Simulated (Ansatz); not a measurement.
YGe2Rh2 in space group I4/mmm (No. 139; Y on 2a, Ge on 4e, Rh on 4d), PBE in the plane-wave PAW code Ansatz, all energies at zero smearing, with the estimated change up to a 700 eV cutoff added, with one set of potentials and settings (totals compare only within such a set). Cell of 5 atoms (1 Y, 2 Ge, 2 Rh): -25248.858 eV.

```csv
element,reference phase,E (eV/atom)
Y,"P6_3/mmc, 2 atoms in the cell",-3848.6668
Ge,"Fd-3m, 2 atoms in the cell",-4294.9847
Rh,"Fm-3m, 1 atoms in the cell",-6402.8911
```

Formation energy per atom, worked out: (-25248.858 − 1×(-3848.6668) − 2×(-4294.9847) − 2×(-6402.8911))/5 = -0.888 eV/atom (-86 kJ per mol of atoms), at 0 K, without zero-point energy or fitted corrections.

The first step of the workflow began from a Materials Project structure, measured or hypothetical; the Crystallography Open Database files this formula in space group No. 139, but the cells were not matched. Whether it is the stable phase at ambient conditions was not checked. Symmetry was held in the PBE relaxation; whether a distortion lowers the energy is not shown. The run is not spin-polarised. The references are the lowest solids computed at this level, not always the standard phases.

Potentials: the later of the program's two PAW sets.
